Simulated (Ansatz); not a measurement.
³⁵Cl nuclear quadrupole resonance in Na3WClO4 at a changed volume

Cell: a diffraction structure from the COD, relaxed with PBE at fixed cell and then changed (volume scaled by 1.06, ions relaxed).

Space group P4/nmm:1 (No. 129); a = 7.6656, c = 5.4651 Å.

| site | Wyckoff | site symmetry | x | y | z |
| --- | --- | --- | --- | --- | --- |
| Na1 | 2c | 4mm | 0.5000 | 0.0000 | 0.3651 |
| Na3 | 4d | ..2/m | 0.7500 | 0.2500 | 0.0000 |
| W | 2b | -4m2 | 0.0000 | 0.0000 | 0.5000 |
| Cl | 2c | 4mm | 0.5000 | 0.0000 | 0.8505 |
| O | 8i | .m. | 0.8119 | 0.0000 | 0.3037 |

One atom of each set is listed.

Level of theory: DFT, PBE, plane waves and PAW, scalar-relativistic, 420 eV cutoff, Γ-centred 3×3×4 k-points, Fermi–Dirac smearing 0.02 eV (Ansatz 0.2.0).

³⁵Cl: I = 3/2, Q = -81.12 mb (year-2017 value). Static lattice, zero field.

(1) Predict the zero-field ³⁵Cl lines of each site.

(2) And for ³⁷Cl (I = 3/2, Q = -63.93 mb) on Cl?

## Answers

(1) For I = 3/2 there is one line, ν = (|C_Q|/2)(1 + η²/3)^½.

| site | atoms | V_zz (10²¹ V/m²) | C_Q (MHz) | η | line frequencies (MHz) |
| --- | --- | --- | --- | --- | --- |
| Cl | 2 | -1.43 | 2.80 | 0.00 | 1.40 |

(2) C_Q scales with Q to 2.21 MHz, with lines at 1.11 MHz.

An axis of threefold or higher order runs through Cl, so V_zz lies along it and η is zero.
